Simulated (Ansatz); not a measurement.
Stackings of close-packed layers of Re (one atom a layer), each relaxed to a stress under 0.05 GPa; h and k mark layers whose two neighbours have the same or different letters; energies count from the stacking AB (P6_3/mmc).

These are results of DFT PBEsol, scalar-relativistic, plane waves, PAW in Ansatz 0.2.0, not measurements.

Cutoff 420 eV, Gaussian smearing of 0.10 eV, energies at zero smearing, symmetry of each start kept, no spin polarisation.

```
                    start atoms k mesh excess energy (meV/atom) excess energy on a denser mesh (meV/atom) spacing of like layers (Å) a (Å) denser mesh
                ABC (kkk)      3  18×18×7                      67.2                                       66.9                       2.239  2.745     30×30×14
              ABAC (khkh)      4  18×18×5                         -                                       -0.5                       2.218  2.752     30×30×10
          ABCACB (hkkhkk)      6  18×18×4                      24.5                                       26.1                       2.221  2.753      30×30×8
    ABABCBCAC (khhkhhkhh)      9  18×18×3                      10.6                                       12.3                       2.218  2.753      30×30×6
            ABABC (khhkk)      5  18×18×4                      31.6                                       33.1                       2.227  2.750      30×30×8
ABABCBACBCB (hhhkhkkkhhk)     11  18×18×2                      15.2                                          -                       2.222  2.751            -
```

Zero in every row: gap on the mesh (eV).

Spin-orbit coupling is left out, which matters for the bands of heavy elements.

Small energy differences in metals hang on the k mesh (about 10 mJ/m² or 1 to 2 meV/atom on the mesh of the relaxation).

Cost: 6 runs of about 23 core-minutes in all, on Arm Neoverse V1 (shared hosts).